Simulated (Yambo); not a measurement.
G0W0@PBEsol for BaO (rock salt, space group Fm-3m, No. 225) in Yambo. Reference settings: 4×4×4 Γ-centred k mesh, 98 bands and a 10 Ry block in the screening, 98 bands in G with the Bruneval-Gonze terminator, plasmon pole fitted at 27.2 eV. The PBEsol gap X → X on this mesh is 1.84 eV; G0W0 gaps are taken between the same points.

The settings were changed. The gap went from 3.13 eV to 2.75 eV, and the shift of the valence edge from -0.83 eV to -0.07 eV.

Problem. Name the change that produced these shifts.
A. no terminator
B. 34 bands in G, no terminator
C. 8 Ry block
D. 4 Ry block

Solution. B, 34 bands in G, no terminator. The others gave (gap, valence shift): 8 Ry block: 3.10, -0.79 eV; no terminator: 2.98, -0.62 eV; 4 Ry block: 3.00, -0.67 eV.

Geometry relaxed with PBEsol; primitive cell a = b = c = 3.879 Å, α = β = γ = 60.00°.

A shift is the quasiparticle energy of the state minus its PBEsol energy.
